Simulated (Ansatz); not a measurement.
Values for one crystal, relaxed and computed with PBEsol (plane waves, PAW; program Ansatz); other levels are named.

```yaml
volume_per_atom: 9.75 Å³
band_gap: 0.63 eV (direct)
Bulk modulus (Birch–Murnaghan fit): 125 GPa
Pressure derivative B′: 2.5
Formation energy from the elements (no fitted shifts): -1.68 eV/atom
```

Problem. Which of these materials gives this?
A) YF3, Pnma (Y on 4c, F on 8d, F on 4c)
B) MnO2, Pnma (Mn on 4c, O on 4c, O on 4c)
C) PbSe, rock salt
D) B6As, R-3m (B on 18h, B on 18h, As on 6c)

Solution. B, MnO2, Pnma (Mn on 4c, O on 4c, O on 4c)

The workflow started from a Materials Project entry (that database holds measured and hypothetical structures alike); the Crystallography Open Database files this formula in space group No. 62, but the cells were not matched. It is not the phase usual at ambient conditions (space group No. 136). The cell was relaxed with PBEsol under the symmetry of its start, as lowered by the spin order; its stability against distortions is not shown here. The final state is antiferromagnetic, chosen from 4 collinear starts compared on coarse meshes (ties went to the first, and starts can fall back to one state), not a proven ground state. No Hubbard U is applied. The references are the lowest solids computed at this level, not always the standard phases (solids in place of the gases).

Potentials: the later of the program's two PAW sets.
